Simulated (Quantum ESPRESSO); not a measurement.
Parts of the isotropic shielding in CaF₂, by PBE GIPAW on JTH datasets (Quantum ESPRESSO, modified build), 22.5 Ha, k-mesh 4×4×4 shifted:

```
CELL_PARAMETERS angstrom
      0.00000     2.75802     2.75802
      2.75802     0.00000     2.75802
      2.75802     2.75802     0.00000
ATOMIC_POSITIONS crystal
  Ca 0.00000 0.00000 0.00000
  F  0.75000 0.75000 0.75000
  F  0.25000 0.25000 0.25000
```
The cell comes from the Materials Project (a computed structure). It is CaF2 in Fm-3m. Stability against distortions was not tested.

The core term is that of the free atom's frozen core; the paramagnetic column sums the reconstruction terms. Shieldings are absolute and leave out the bulk-susceptibility term; a larger σ means a smaller chemical shift. By our sweeps, such settings leave a few ppm in absolute σ. PBE places the empty d or f states of Ca too low, which is known to distort σ on and beside such ions. The structure is static (0 K, no zero-point motion).

```
site              core  bare (smooth current)  diamagnetic correction  paramagnetic corrections  σ_iso (ppm)
--------------  ------  ---------------------  ----------------------  ------------------------  -----------
Ca (atom 1)     1265.0                   93.1                    29.7                         ?            ?
F (atoms 2, 3)   306.4                   71.9                    50.8                         ?            ?
```

**Question.** Complete the blanks.

**Answer.** 
- Ca (atom 1), paramagnetic corrections: -247.1
- Ca (atom 1), σ_iso (ppm): 1140.8
- F (atoms 2, 3), paramagnetic corrections: -212.8
- F (atoms 2, 3), σ_iso (ppm): 216.3
